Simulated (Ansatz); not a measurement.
Input:

B:
```cif
data_B6
_chemical_formula_sum 'B6'
_space_group_name_H-M_alt 'P 1'
_space_group_IT_number 1
_cell_length_a 4.14442
_cell_length_b 4.14442
_cell_length_c 4.14442
_cell_angle_alpha 90.000
_cell_angle_beta 90.000
_cell_angle_gamma 90.000
loop_
_space_group_symop_operation_xyz
  'x, y, z'
loop_
_atom_site_label
_atom_site_type_symbol
_atom_site_fract_x
_atom_site_fract_y
_atom_site_fract_z
_atom_site_occupancy
B1 B 0.19534 0.50000 0.50000 1
B2 B 0.80466 0.50000 0.50000 1
B3 B 0.50000 0.19534 0.50000 1
B4 B 0.50000 0.80466 0.50000 1
B5 B 0.50000 0.50000 0.19534 1
B6 B 0.50000 0.50000 0.80466 1
```

This is the PBEsol-relaxed structure.

Question: All from the program Ansatz at the PBEsol level (PAW), unless another level is named. Estimate the Young's modulus.

Answer: 71.6 GPa.

Question: Predict the highest zone-centre frequency.

Answer: 39.14 THz.

Space group Pm-3m. The start of the workflow was typed in or built on a structure type; neither database checked (COD, Materials Project) lists it. It is not the phase usual at ambient conditions (space group No. 166). The PBEsol relaxation kept the symmetry of its start; its stability against distortions is not shown here. As this level gives no gap, phonon frequencies hold no LO–TO term and depend on the k-mesh and smearing (Fermi–Dirac, 0.1 eV here).

Potentials: the later of the program's two PAW sets.
